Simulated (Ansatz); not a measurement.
BaCuTeF in space group P4/nmm (No. 129; Ba on 2c, Cu on 2a, Te on 2c, F on 2b), the program Ansatz at the PBEsol level (PAW). The conduction-band minimum lies at Γ, with 1 equivalent valley. Second derivatives d²E/dk² of the lowest band at one valley (eV·Å²), along Cartesian directions:

| direction | d²E/dk² |
|---|---|
| [100] | 32.07 |
| [010] | 32.07 |
| [001] | 5.555 |
| [110] | 32.11 |
| [101] | 18.83 |
| [011] | 18.83 |

Question: Find the principal effective masses, the density-of-states mass and the conductivity mass.

Answer: Off-diagonal terms follow from H_xy = H[110] − (H_xx + H_yy)/2, and m*/mₑ = 7.620 eV·Å² over each eigenvalue: 0.24, 0.24, 1.4. One valley's DOS mass (m₁m₂m₃)^(1/3) = 0.43, conductivity mass 3/(Σ 1/mᵢ) = 0.33 mₑ.

Question: What effective density of states Nc follows at 300 K for parabolic valleys?

Answer: Nc = 2.509e19 × 1 × (0.43)^(3/2) ≈ 7.1e18 cm⁻³.

The first step of the workflow began from a Materials Project structure, measured or hypothetical; the Crystallography Open Database copy checked does not list it. Its standing as an ambient phase is unchecked. Symmetry was held in the PBEsol relaxation; phonons show weakly imaginary modes. The run is not spin-polarised. No Hubbard U is applied. Spin–orbit coupling is left out wherever it is not named.

Potentials: the later of the program's two PAW sets.

Edges and masses are those of Kohn–Sham bands, whose gap is no quasiparticle gap.
